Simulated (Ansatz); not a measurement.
### Question
Name crystals whose computed values (plane-wave PAW PBE (Ansatz code)) fall in these windows: B₀ by P(V) fit (GPa) 15 to 21; gap (eV) 0.44 to 0.57.

### Answer


| crystal | B₀ by P(V) fit (GPa) | gap (eV) |
|---|---|---|
| SnO, Pmmn (Sn on 2b, O on 2a) | 18.4 | 0.50 |
| CsSnI3, cubic perovskite | 15.3 | 0.46 |
| SnO, P4/nmm (Sn on 2c, O on 2a) | 18.4 | 0.50 |
Others may fit too.

Not the usual ambient phase: CsSnI3, cubic perovskite. Weakly bound layers, chains or molecules computed without a dispersion correction, so cells and soft constants are ill determined: SnO, Pmmn (Sn on 2b, O on 2a); SnO, P4/nmm (Sn on 2c, O on 2a). All cells were relaxed under the symmetry of their starts (and spin orders); stability against distortions was not tested throughout. Spin–orbit coupling is left out wherever it is not named.

Potentials: the later of the program's two PAW sets.
